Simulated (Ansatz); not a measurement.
Level of theory: DFT PBE, scalar-relativistic, plane waves, PAW (Ansatz 0.2.0). Settings: cutoff 420 eV, Γ-centred meshes spaced at most about 0.3 Å⁻¹, and about 0.25 Å⁻¹ or finer for metals (2π included), Gaussian smearing. Collinear spin in cells that started with moments and kept them past the coarse steps, no spin elsewhere.

These are static total energies at zero pressure.

Compare these two cells of Ni₃O, each relaxed at this level.

A. (no spin) Space group Pm-3m (No. 221), cubic, a = 3.738 Å. Ni is surrounded by 2 O at 1.87 Å and 8 Ni at 2.64 Å; around O lie 6 Ni at 1.87 Å.

B. (site moments Ni 0.9 (×3); O 0.3 μB) Space group Pm-3m (No. 221), cubic, a = 3.484 Å. Ni has 4 O at 2.46 Å and 8 Ni at 2.46 Å; O is surrounded by 12 Ni at 2.46 Å.

Question: Which would you expect to be lower, and how large is the difference?

Answer: A is lower, by 294 meV/atom. A has the anti-ReO3 type, space group Pm-3m (No. 221), 13.1 Å³/atom and no gap on its mesh; B has space group Pm-3m (No. 221), 10.6 Å³/atom and no gap. Counting Ni atoms around O (those within 1.25 times the shortest such distance or 1.15 times the sum of covalent radii, 1.27 where that leaves under three; the shortest distance is added where it exceeds 1.18 times the sum of covalent radii), A has O 6 and B has O 12 from 2.5 Å. Their magnetic states differ too. The lower one is the more open, so pressure narrows the difference. Even the lower one lies +0.19 eV/atom against the reference forms of the elements (uncorrected), so neither is stable at this level. Both come from invented guesses. A third cell relaxed alike, in P6_3/mmc, lies 0.32 eV/atom below the lower of the two.

No Hubbard U is applied to the 3d shell of Ni. Another magnetic order may lie lower. Trial moments died out on the coarse mesh in Pm-3m; another magnetic start might hold. Cells relaxed within their symmetry can be saddle points.
